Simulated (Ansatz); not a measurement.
The relaxed structure here is a generated cell of Be: the first start was made by placing the elements on the sites of a structure type, and the end was not matched to a known phase here, so it may be hypothetical. Known forms of Be include space group No. 194.

A relaxed cell of Be (P6/mmm (No. 191)), relaxed on a k-mesh at least as fine as the one used below. The numbers are results of r2SCAN (plane waves to 500 eV, PAW, scalar-relativistic; Ansatz, a first-principles code), not measurements. Γ-centred k-mesh 17×17×13 on the run's cell (coarser than for final values), Fermi–Dirac smearing 0.05 eV.

```yaml
crystal:
  lattice:
    - [4.29246, 0.00000, 0.00000]
    - [-1.07312, 1.85869, 0.00000]
    - [0.00000, 0.00000, 2.44642]
  atoms:
    - { symbol: Be, position: [0.00000, 0.00000, 0.00000] }
    - { symbol: Be, position: [0.50000, 0.00000, 0.00000] }
```

The atoms are displaced along an unstable phonon of this cell by (Å):

```
atom     ux     uy      uz
----  -----  -----  ------
Be1   0.000  0.000   0.150
Be2   0.000  0.000  -0.150
```

**Question.** What forces (eV/Å) and pressure result?

**Answer.** 
```tsv
atom	Fx	Fy	Fz
Be1	0.00	0.00	0.38
Be2	0.00	0.00	-0.38
```

Pressure -2.0 GPa.

**Question.** Estimate the energy cost of the displacement in the harmonic approximation and compare with the calculation.

**Answer.** For a harmonic well ΔE = −½ Σ F·u = -0.057 eV a cell, or -29 meV/atom. The calculated energy relative to the undisplaced cell is -0.03 eV/atom, so the harmonic estimate holds well.

The undisplaced cell is probably no minimum: from this displacement the run went on to Fm-3m (No. 225), 0.46 eV/atom below it.

No spin polarisation in the result.
